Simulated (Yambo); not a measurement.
```xyz
4
Lattice="4.4103 0.0000 0.0000 -2.2051 3.8194 0.0000 0.0000 0.0000 17.3000" Properties=species:S:1:pos:R:3 pbc="T T T"
Ag     0.0000     0.0000     0.7691
Ag     2.2051     1.2731    -0.7691
I      0.0000     0.0000    -2.0567
I      2.2051     1.2731     2.0567
```

Response from Yambo on PBEsol (pw.x of Quantum ESPRESSO, ONCV potentials, without SOC) bands: 12×12×1 mesh, 82 bands, 2 Ry local-field block, 0.2 eV broadening.

Problem. Give the static in-plane polarisability without and with local fields.

Solution. 
| field along | α(0), independent particles (Å) | α(0), RPA with local fields (Å) | screening length 2πα (Å) |
|---|---|---|---|
| x | 2.78 | 2.39 | 15.0 |
Electronic (clamped-ion) response only. Spin-orbit coupling, left out here, changes gap and response of such heavy elements. Convergence of the RPA response with its 12×12×1 mesh was not tested.

Geometry relaxed with PBEsol.

This is a model layer cut from the bulk structure; whether it is stable on its own was not checked.
